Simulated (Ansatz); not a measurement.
ZnAg, DFT, PBEsol, all-electron PAW with datasets made for the crystal, scalar-relativistic (Ansatz 0.2.0), on 1 thread of Intel(R) Xeon(R) 6975P-C (Granite Rapids) (shared host).

Command: `ansatz run input.yaml --threads 1 --pin off --max-ram 2048MiB --backend cpu --events-out ev --progress --plain --runs-dir out`

```yaml
crystal:
  lattice:
    - [3.1175785432, 0.0, 0.0]
    - [0.0, 3.1175785432, 0.0]
    - [0.0, 0.0, 3.1175785432]
  atoms:
    - { symbol: Zn, position: [0.5, 0.5, 0.5] }
    - { symbol: Ag, position: [0.0, 0.0, 0.0] }
kpoints:
  mp_grid: { grid: [13, 13, 13] }
scf:
  occupations: { method: fermi_dirac, width: 0.05 }
hamiltonian:
  xc: pbesol
  pseudopotentials: { kind: all_electron, datasets: crystal }
output:
  forces: true
  stress: true
  eigenvalues: true
  efg: { contact_densities: true }
```

How large is the problem that the program sets up?

84 irreducible k-points, 257 plane waves at Γ, 16 bands.

About how long does it take, and how much memory?

7.4 s of wall time for 10 SCF iterations, with a peak of 0.6 GiB. Times on shared machines scatter by tens of per cent.
